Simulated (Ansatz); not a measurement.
SrMg₂Sb₂ in space group P-3m1 (No. 164; Sr on 1a, Mg on 2d, Sb on 2d) at seven volumes, the program Ansatz at the PBEsol level (PAW), shape and atoms relaxed at each. One row is withheld.

```
V (Å³/atom)  P (GPa)
-----------  -------
26.933          4.66
27.821          2.86
28.708          1.32
29.596          0.00
30.484             ?
31.372         -2.09
32.260         -2.92
```

Problem. Fit the shown pressures and predict the withheld one.

Solution. Third-order Birch–Murnaghan: P = (3/2)B₀(x^(7/2) − x^(5/2))[1 + (3/4)(B′ − 4)(x − 1)] with x = (V₀/V)^(2/3). Least squares on the six rows gives V₀ = 29.598 Å³/atom, B₀ = 40.56 GPa, B′ = 4.17. At V = 30.484, x = 0.9805 and P = -1.13 GPa. The run itself gave -1.13 GPa.

The workflow started from a Materials Project entry (that database holds measured and hypothetical structures alike); the Crystallography Open Database files this formula in space group No. 164, but the cells were not matched. Whether it is the stable phase at ambient conditions was not checked. Symmetry was held in the PBEsol relaxation; whether a distortion lowers the energy is not shown. Spin–orbit coupling is left out wherever it is not named.

Potentials: the later of the program's two PAW sets.
